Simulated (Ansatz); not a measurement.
YTl3 (Cu3Au type, space group No. 221) at seven volumes, DFT-PBEsol in the program Ansatz with PAW potentials, scaled uniformly. One row is withheld.

```tsv
V (Å³/atom)	P (GPa)
23.281	?
24.049	4.06
24.816	1.85
25.584	0.00
26.351	-1.55
27.119	-2.84
27.886	-3.93
```

### Question
Fit the shown pressures and predict the withheld one.

### Answer
P = (3/2)B₀(x^(7/2) − x^(5/2))[1 + (3/4)(B′ − 4)(x − 1)] with x = (V₀/V)^(2/3). Least squares on the six rows gives V₀ = 25.584 Å³/atom, B₀ = 56.3 GPa, B′ = 4.92. At V = 23.281, x = 1.0649 and P = 6.70 GPa. The run itself gave 6.71 GPa.

Space group Pm-3m (Cu3Au type). The workflow started from an entry of the Crystallography Open Database (COD). Whether it is the stable phase at ambient conditions was not checked. The PBEsol relaxation kept the symmetry of its start; whether a distortion lowers the energy is not shown. The run is not spin-polarised. Scalar-relativistic: spin–orbit coupling is off unless named, which matters more the heavier the elements.

Potentials: the later of the program's two PAW sets.
